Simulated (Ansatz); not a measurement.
# Collinear states of MnCu

Theory: DFT PBE, scalar-relativistic, plane waves, PAW in Ansatz 0.2.0.

```
Mn Cu
1.0
     1.88524    1.88524    3.69301
     1.88524    3.69301    1.88524
     3.69301    1.88524    1.88524
Mn Cu
1 1
Direct
  0.00000 0.00000 0.00000
  0.50000 0.50000 0.50000
```

- plane-wave cutoff: 420 eV
- Γ-centred k-mesh: 18×18×18
- occupation rule: Gaussian smearing, 0.1 eV
- list of starting moments (μB, in atom order): 4 0
- check for lower electronic states after the SCF: off

All runs keep this geometry, which isn't relaxed for the lowest state (largest force there 0.000 eV/Å, pressure 2.2 GPa) and needn't be a stable compound; relaxing each order would shift the differences by some 40 meV/atom, going by the pressures and a bulk modulus of about 150 GPa. A propagation vector, in units of the reciprocal vectors, doubles the cell, which takes an equally dense mesh. The large starts are 5 0 μB. The small starts are 0.5 0 μB. Site moments are spin moments in atom-centred spheres that scale with the neighbour distance. The states are those that the runs reached from these starts; a lower one can exist.

| start | ends | energy above lowest (meV/atom) | site moments (μB) | gap on mesh (eV) | P (GPa) |
| --- | --- | --- | --- | --- | --- |
| no spin | non-magnetic | 208 | none over 0.05 | metal | -13.1 |
| ferromagnetic | ferromagnetic | 131 | Mn +2.42, Cu +0.10 | metal | 0.0 |
| large parallel starting moments | ferromagnetic | 131 | Mn +2.42, Cu +0.10 | metal | 0.0 |
| antiferromagnetic, doubled cell, propagation vector (0, 0, 1/2) | antiferromagnetic | 0.00 | Mn +2.81, Mn -2.81 | metal | 2.2 |
| antiferromagnetic, doubled cell, propagation vector (0, 1/2, 1/2) | antiferromagnetic | 35.1 | Mn +2.77, Mn -2.77 | metal | 2.1 |
| antiferromagnetic, doubled cell, propagation vector (1/2, 1/2, 1/2) | antiferromagnetic | 112 | Mn +2.46, Mn -2.46 | metal | 0.2 |
| small parallel starting moments | ferromagnetic | 131 | Mn +2.42, Cu +0.10 | metal | 0.0 |